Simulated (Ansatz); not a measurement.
H7NF4: Quadrupolar parameters

The cell is a Materials Project structure (computed, not necessarily an observed phase).

```
CELL_PARAMETERS angstrom
3.80034 2.19413 3.96120
-3.80034 2.19413 3.96120
0.00000 -4.38825 3.96120
ATOMIC_POSITIONS crystal
H 0.58381 0.58381 0.58381
H 0.08381 0.08381 0.08381
H 0.48310 0.59137 0.33614
H 0.33614 0.48310 0.59137
H 0.59137 0.33614 0.48310
H 0.98310 0.83614 0.09137
H 0.09137 0.98310 0.83614
H 0.83614 0.09137 0.98310
H 0.75620 0.93526 0.56522
H 0.56522 0.75620 0.93526
H 0.06522 0.43526 0.25620
H 0.43526 0.25620 0.06522
H 0.25620 0.06522 0.43526
H 0.93526 0.56522 0.75620
N 0.49769 0.49769 0.49769
N 0.99769 0.99769 0.99769
F 0.76946 0.06919 0.44134
F 0.44134 0.76946 0.06919
F 0.06919 0.44134 0.76946
F 0.26946 0.94134 0.56919
F 0.56919 0.26946 0.94134
F 0.94134 0.56919 0.26946
F 0.74172 0.74172 0.74172
F 0.24172 0.24172 0.24172
```

Sites (sets of like atoms) are named by element and the number of their first atom in this list.

All values are calculated (Ansatz; DFT, PBE, plane waves and PAW, scalar-relativistic, 420 eV cutoff, Γ-centred 4×4×4 k-points, Fermi–Dirac smearing 0.02 eV), not measured.

C_Q = eQV_zz/h, which is 24.18 MHz for Q = 1 b and V_zz = 10²¹ V/m²; η = (V_xx − V_yy)/V_zz. ν_Q = 3|C_Q|/[2I(2I − 1)].

²H: I = 1, Q = 2.858 mb; 14N: I = 1, Q = 20.44 mb. Nuclear quadrupole moments: year-2017 set (Pyykkö).

```csv
site,atoms (order as listed),first shell,C_Q (MHz),η,ν_Q (MHz)
H1,"1, 2",1 N at 1.02 Å; also 1 F at 1.88 Å,0.215,0.00,0.323
H3,"3, 4, 5, 6, 7, 8",1 N at 1.03 Å; also 1 F at 1.77 Å,0.204,0.00,0.306
H9,"9, 10, 11, 12, 13, 14",1 F at 0.98 Å; also 1 F at 1.41 Å,0.177,0.01,0.266
N,"15, 16",4 H at 1.02–1.03 Å,0.092,0.00,0.138
```

An axis of threefold or higher order runs through H1 and N, so V_zz lies along it and η is zero. At H3 V_zz points along its bond to N (within 1°). At H9 V_zz points along its bond to F (within 1°).

F has no stable isotope with a ground-state quadrupole moment in the table, so these sites are left out.

The largest force is 0.3 eV/Å, so the atoms aren't at the calculated equilibrium and relaxing them would move these values. The lattice is static: at room temperature ammonium may turn and average the couplings of its hydrogen.
